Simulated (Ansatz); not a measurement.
## Re (bcc): energy against volume

Level of theory: DFT, PBEsol, plane waves (420 eV) with PAW, scalar-relativistic in Ansatz. The PAW files were generated under PBE, with cores re-solved for the functional.

The cell is scaled uniformly from the relaxed one, with fractional coordinates and shape fixed. Energies are extrapolated to zero smearing, pressures are those at the given smearing. Magnetic state: spin not included.

A Birch-Murnaghan fit gives V₀ = 14.69 Å³/atom, B₀ = 381 GPa, B₀′ = 4.5.

(1) What are the energy above the minimum and the pressure at 14.096 Å³/atom?

(2) What are the energy above the minimum and the pressure at 15.858 Å³/atom?

(3) What are the energy above the minimum and the pressure at 16.445 Å³/atom?

Answers

(1) 30.5 meV/atom and 17.41 GPa as computed.

(2) 96.6 meV/atom and -24.40 GPa as computed.

(3) 203.7 meV/atom and -33.16 GPa as computed.
